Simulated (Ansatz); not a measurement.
Ta3Sn:
```yaml
crystal:
  lattice:
    - [0.00000, 3.31695, 3.31695]
    - [3.31695, 0.00000, 3.31695]
    - [3.31695, 3.31695, 0.00000]
  atoms:
    - { symbol: Sn, position: [0.00000, 0.00000, 0.00000] }
    - { symbol: Ta, position: [0.50000, 0.50000, 0.50000] }
    - { symbol: Ta, position: [0.25000, 0.25000, 0.25000] }
    - { symbol: Ta, position: [0.75000, 0.75000, 0.75000] }
```

Relaxed with PBEsol. Special points in fractions of this cell's reciprocal vectors: Γ (0.000, 0.000, 0.000); X (0.500, 0.000, 0.500); U (0.625, 0.250, 0.625); K (0.375, 0.375, 0.750); L (0.500, 0.500, 0.500); W (0.500, 0.250, 0.750).

List the band energies nearest the Fermi level at these points for DFT-PBEsol in the program Ansatz with PAW potentials.

In eV from the Fermi level; about four levels below and three above (degenerate sets whole), none deeper than 8.9 eV; points with the same levels are listed once.

```json
[
 {"k": "Γ", "below": "-3.29 -3.29 -0.87 -0.87 -0.87", "above": "0.25 2.63 2.63 2.63"},
 {"k": "X", "below": "-2.33 -2.33 -1.61 -1.33 -1.33", "above": "0.44 0.65 0.65"},
 {"k": "U", "below": "-1.83 -1.52 -0.98 -0.59", "above": "0.04 0.25 1.16"},
 {"k": "L", "below": "-1.69 -1.69 -0.86 -0.86 -0.59", "above": "0.43 0.43 2.87 2.87"},
 {"k": "W", "below": "-1.61 -1.61 -1.14 -0.24 -0.24", "above": "0.22 1.51 2.10"}
]
```

Space group Fm-3m. The cell is a constructed one: a structure type filled with these elements; neither database checked (COD, Materials Project) lists it. COD files the formula under space group No. 223. Its standing as an ambient phase is unchecked. The cell was relaxed with PBEsol under the symmetry of its start. At this level the phase is mechanically unstable. The run is not spin-polarised. Spin–orbit coupling is left out wherever it is not named.

Potentials: the earlier of the program's two PAW sets. The files were generated under PBE; for other functionals the program regenerates the frozen cores, and for LDA and PBEsol the local potential too.
